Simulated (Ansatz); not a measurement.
Input:

MgPd:
```cif
data_MgPd
_chemical_formula_sum 'Mg1 Pd1'
_space_group_name_H-M_alt 'Pm-3m'
_space_group_IT_number 221
_space_group_name_Hall '-P 4 2 3'
_cell_length_a 3.10447
_cell_length_b 3.10447
_cell_length_c 3.10447
_cell_angle_alpha 90.000
_cell_angle_beta 90.000
_cell_angle_gamma 90.000
loop_
_atom_site_label
_atom_site_type_symbol
_atom_site_symmetry_multiplicity
_atom_site_Wyckoff_symbol
_atom_site_fract_x
_atom_site_fract_y
_atom_site_fract_z
_atom_site_occupancy
Mg1 Mg 1 a 0.00000 0.00000 0.00000 1
Pd1 Pd 1 b 0.50000 0.50000 0.50000 1
```

This is the LDA-relaxed structure.

Question: All from plane-wave PAW LDA (Ansatz code), unless another level is named. Predict the density of states at the Fermi level.

Answer: 0.44 states/eV per atom (mean over ±0.08 eV).

Question: Next, the formation energy from the elements (no fitted shifts)?

Answer: -728 meV/atom.

The workflow started from a Materials Project entry (that database holds measured and hypothetical structures alike); the Crystallography Open Database files this formula in space group No. 221, but the cells were not matched. Whether it is the stable phase at ambient conditions was not checked. The LDA relaxation kept the symmetry of its start. At this level the phase is mechanically unstable. No spin polarisation was allowed. The references are the lowest solids computed at this level, not always the standard phases. Scalar-relativistic: spin–orbit coupling is off unless named, which matters more the heavier the elements.

Potentials: the later of the program's two PAW sets.
